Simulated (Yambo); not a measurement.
A G0W0@PBEsol run in Yambo for C (space group R-3m, No. 166) (6×6×6 Γ-centred k mesh, 79 bands and a 8 Ry block in the screening, 79 bands in G with the Bruneval-Gonze terminator, plasmon pole fitted at 27.2 eV) gives these matrix elements, in eV, at the band edges ((0.167, -0.5, -0.167) → (0, 0.333, -0.333)):

| state | E0 | <Vxc> | <Σx> | <Σc(E0)> | Z |
|---|---|---|---|---|---|
| valence edge | 0.000 | -13.805 | -13.540 | -0.215 | 0.773 |
| conduction edge | 0.186 | -14.029 | -11.398 | -2.319 | 0.772 |

Problem. Solve the linearised quasiparticle equation for both states, give the gap, and say how exchange and correlation each act on it.

Solution. E = E0 + Z(Σx + Σc − Vxc). Valence: 0.000 + 0.773 × (-13.540 + (-0.215) − (-13.805)) = 0.04 eV. Conduction: 0.186 + 0.772 × (-11.398 + (-2.319) − (-14.029)) = 0.43 eV. The gap is 0.39 eV, against 0.19 eV in PBEsol. Replacing Vxc by bare exchange alone would open it by 2.37 eV; correlation takes back 2.10 eV of that, and Z scales what is left. Convergence of the G0W0 settings was not tested. The mesh misses a band edge: along a dense path the PBEsol gap is 0.07 eV against 0.19 eV on the mesh. 

Geometry of the Materials Project entry, not relaxed at this level; primitive cell a = 8.4041 Å, b = 8.4041 Å, c = 8.4041 Å, α = 16.88°, β = 16.88°, γ = 16.88°.

This is not the ordinary phase of the substance.

The distance between layers or molecules is the database entry's, not relaxed here. Functionals without dispersion can leave it too large, which widens gaps and weakens the response across layers: the numbers belong to this cell.
